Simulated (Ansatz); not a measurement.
# SnO2 (P4_2/mnm), an elastic constant from a strain scan

These are results of DFT r2SCAN, scalar-relativistic, plane waves, PAW (Ansatz 0.2.0), not measurements. Settings: plane waves to 500 eV, k-mesh 6×6×8 (Γ-centred), Gaussian smearing 0.05 eV. No spin polarisation. Energies are free energies at this smearing, counted from the undisturbed cell; pressure is positive in compression.

Zero of the scan (relaxed at this level):

```
Sn O
1.0
     4.76022    0.00000    0.00000
     0.00000    4.76022    0.00000
     0.00000    0.00000    3.20057
Sn O
2 4
Direct
  0.00000 0.00000 0.00000
  0.50000 0.50000 0.50000
  0.30589 0.30589 0.00000
  0.19411 0.80589 0.50000
  0.69411 0.69411 0.00000
  0.80589 0.19411 0.50000
```

The cell is strained by ε times the Voigt pattern (1, 1, 0, 0, 0, 0) (xx, yy, zz, yz, xz, xy; engineering shear) with fractional coordinates fixed. The cell holds 6 atoms in V0 = 72.52 Å³. The stress column is τ = (1/V0) dE/dε, got from the stress tensor σ (compression positive) at each point as −det(1 + εP) σ : P(1 + εP)⁻¹, with P the pattern as a tensor.

```
      ε  ΔE (meV/atom)  τ (GPa)
-0.0600        140.881  -68.169
-0.0450         75.579  -47.680
-0.0300         32.039  -29.657
-0.0150          7.627  -13.831
 0.0000          0.000    0.035
 0.0150          7.051   12.151
 0.0300         26.917   22.705
 0.0450         57.920   31.866
 0.0525         77.126   35.972
 0.0600              ?        ?
```

Problem. Which combination of elastic constants does this scan measure, and how large is it?

Solution. For small ε, τ = τ0 + Kε with K = pᵀCp, which for this pattern is C11 + C22 + 2 C12 in the Cartesian frame shown. The parabola through τ at ε = -0.0150, 0 and 0.0150 has slope K = 866 GPa at zero. The energies per cell, E = NΔE, of the same two points give K = 2[E(ε₊)/ε₊ − E(ε₋)/ε₋]/[(ε₊ − ε₋)V0] = 865 GPa, in agreement. These are clamped-ion values.

Problem. Predict the withheld row at ε = 0.0600 from the harmonic law, and compare.

Solution. ΔE = V0(τ0 ε + Kε²/2)/N = 117.765 meV/atom and τ = 52.00 GPa. The calculation gives 98.573 meV/atom and 39.79 GPa: the energy lies 16 % below the harmonic value, as bonds soften when stretched.

Forces appear on the atoms along this scan, and letting them relax would lower the energy and soften the response.